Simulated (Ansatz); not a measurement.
# As2Se: how the k-point mesh moves the results

The calculation used DFT PBEsol, scalar-relativistic, plane waves, PAW in Ansatz.

```
As Se
1.0
    -3.52942    3.52942    2.65357
     3.52942   -3.52942    2.65357
     3.52942    3.52942   -2.65357
As Se
4 2
Direct
  0.87500 0.12500 0.75000
  0.37500 0.12500 0.25000
  0.87500 0.62500 0.75000
  0.87500 0.12500 0.25000
  0.50000 0.50000 0.00000
  0.25000 0.75000 0.50000
```

```
plane-wave cutoff : 420 eV
occupation rule   : Gaussian smearing, 0.1 eV
spin treatment    : unpolarised
```

The atoms stay fixed while the k-point mesh is varied. ΔE is the energy extrapolated to zero smearing, less that of the reference run (12×12×12). The cell isn't necessarily relaxed at this level. The meshes are Γ-centred. Pressure is positive in compression.

Times are rough; the reference took 59 s on 1 thread of Arm Neoverse V2, on a shared host, peak memory 0.95 GiB.

```csv
mesh,ΔE (meV/atom),P (GPa),irreducible points,wall time (s)
1×1×1,-1809,-19.33,1,1.1
2×2×2,?,?,?,?
4×4×4,42.3,-3.83,13,5.7
6×6×6,?,?,?,?
8×8×8,2.47,-3.47,59,29
10×10×10,0.75,-3.41,102,36
12×12×12,0.00,-3.39,163,59
```

Fill in the withheld rows.

The withheld rows:

```csv
mesh,ΔE (meV/atom),P (GPa),irreducible points,wall time (s)
2×2×2,323,-3.62,4,2
6×6×6,10.5,-3.55,30,12
```